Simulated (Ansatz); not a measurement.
AlIr in space group Cmcm (No. 63; Al on 4c, Ir on 4c) under volume change, PBEsol (plane waves, PAW; program Ansatz), shape and atoms relaxed at each volume.

| V (Å³/atom) | E − E(relaxed) (meV/atom) | P (GPa) |
|---|---|---|
| 13.544 | 37.9 | 14.91 |
| 13.976 | 8.9 | 6.82 |
| 14.409 | 0.0 | 0.00 |
| 14.841 | 8.0 | -5.73 |
| 15.273 | 30.0 | -10.50 |

What does a third-order Birch–Murnaghan fit give for V₀, B₀ and B′?

V₀ = 14.41 Å³/atom, B₀ = 208 GPa, B′ = 4.8.

The start of the workflow was typed in or built on a structure type; neither database checked (COD, Materials Project) lists it. Its standing as an ambient phase is unchecked. Symmetry was held in the PBEsol relaxation; whether a distortion lowers the energy is not shown. No spin polarisation was allowed. Scalar-relativistic: spin–orbit coupling is off unless named, which matters more the heavier the elements.

Potentials: the earlier of the program's two PAW sets. The files were generated under PBE; for other functionals the program regenerates the frozen cores, and for LDA and PBEsol the local potential too.
